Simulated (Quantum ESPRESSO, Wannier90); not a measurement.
## Wannierisation of Te2Mo (P6₃/mmc, 2Hc stacking as in molybdenite)

```xyz
6
Lattice="3.5656 0.0000 0.0000 -1.7828 3.0879 0.0000 0.0000 0.0000 14.6478" Properties=species:S:1:pos:R:3 pbc="T T T"
Te     1.7828    -1.0293    -5.4516
Te    -1.7828     1.0293     5.4516
Te    -1.7828     1.0293     1.8723
Te     1.7828    -1.0293    -1.8723
Mo     1.7828    -1.0293     3.6619
Mo    -1.7828     1.0293    -3.6619
```

Cell from Materials Project (mp-602), symmetrised, no further relaxation. COD (Crystallography Open Database) has the formula in 2 space groups, this one among them (matched by group alone). Computed values, not measurements, from PBEsol: Quantum ESPRESSO (norm-conserving PseudoDojo potentials, cutoff 66 Ry, no spin polarisation, no spin-orbit coupling) on a Γ-centred 4×4×4 mesh, then Wannier90. Density: 12×12×2 mesh, Gaussian smearing 0.01 Ry. The cell is built of weakly bound layers, chains or molecules, whose nearest atoms lie 4.27 Å apart. Database cells relaxed without dispersion often hold them too far apart, which can enlarge gaps and weakens couplings between them; spacing and stacking were not compared with the measured crystal. Spin-orbit coupling is left out although heavy elements are present.

Bands 29-32 form an isolated set from -12.74 to -10.21 eV relative to the valence-band maximum (on the path) and are turned into 4 Wannier functions by minimising the spread from the start: atomic waves Te 5s.

Centres (Cartesian, Å; one of the equivalent choices) and spreads:

| n | x | y | z | spread (Å²) | nearest atom |
|---|---|---|---|---|---|
| 1 | 1.783 | -1.029 | -5.265 | 1.642 | Te1 |
| 2 | -1.783 | 1.029 | 5.265 | 1.642 | Te2 |
| 3 | -1.783 | 1.029 | 2.059 | 1.642 | Te3 |
| 4 | 1.783 | -1.029 | -2.059 | 1.642 | Te4 |

Ω_I = 6.56 Å², Ω_total = 6.57 Å²; the interpolated bands follow pw.x to 16 meV rms on the path. Only this start was tried; a symmetric start can stop on a saddle, and mixtures of these functions could lower the total by at most Ω_total − Ω_I.
